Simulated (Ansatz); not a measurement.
## SiC (zinc blende), scan of one atom of the cell

Relaxed SiC (zinc blende):

```
SiC
1.0
    0.00000     2.17839     2.17839
    2.17839     0.00000     2.17839
    2.17839     2.17839     0.00000
C Si
1 1
Direct
  0.75000   0.75000   0.75000
  0.00000   0.00000   0.00000
```

Scan: atom 2 (Si, nearest neighbour C at 1.887 Å; its periodic images, 3.1 Å or more away, move with it) is displaced towards the nearest neighbour, direction (-0.577, -0.577, -0.577) in Cartesian axes, by s. The other atoms stay.

All values below come from PBEsol (plane waves to 420 eV, PAW, scalar-relativistic; Ansatz, a program for electronic structure). k mesh 10×10×10 (Γ-centred), Fermi-Dirac smearing 0.05 eV. Energies are smeared free energies. Stress and pressure are positive under compression. Left out: 1 of 11 points, with atoms too close for the PAW data. As the smearing reaches across the gap at some points, energies and forces of such displacements shift with the k mesh and the smearing. F∥ is the force on the atom along that direction. SiC was relaxed with its symmetry unable to fall. ΔE is measured from the undisplaced structure.

| s (Å) | ΔE (meV/cell) | P (GPa) | F∥ (eV/Å) |
|---|---|---|---|
| -0.570 | 1235 | 12.9 | 2.003 |
| -0.456 | 974 | 10.9 | 2.542 |
| -0.342 | 666 | 7.7 | 2.786 |
| -0.228 | 356 | 4.2 | 2.569 |
| -0.114 | 106 | 1.3 | 1.701 |
| 0.000 | 0 | 0.0 | 0.000 |
| 0.114 | 145 | 1.9 | -2.749 |
| 0.228 | 680 | 8.9 | -6.896 |
| 0.342 | 1795 | 23.8 | -13.101 |
| 0.456 | 3792 | 50.4 | -22.626 |

Key numbers:

* **Energy at s = 0.456 Å**: 3792 meV/cell
* **Force along the line at s = -0.570 Å**: 2.00 eV/Å
* **Symmetry of the curve**: not even: the positive side lies higher at ±0.456 Å
* **Shape of the curve**: a single well with its minimum at or next to zero displacement
* **Force constant k = d²E/ds² at s = 0 (finite differences)**: 19.1 eV/Å²
* **Harmonic estimate at the end of the scan**: ½ks² = 1986 meV/cell against the computed 3792 meV/cell, so the well is stiffer than harmonic there
* **Zone-centre optical wavenumber from k**: 786 cm⁻¹

(For displaced atoms, the force is minus the slope of the energy, and its curvature is a force constant, which sets phonon frequencies.)
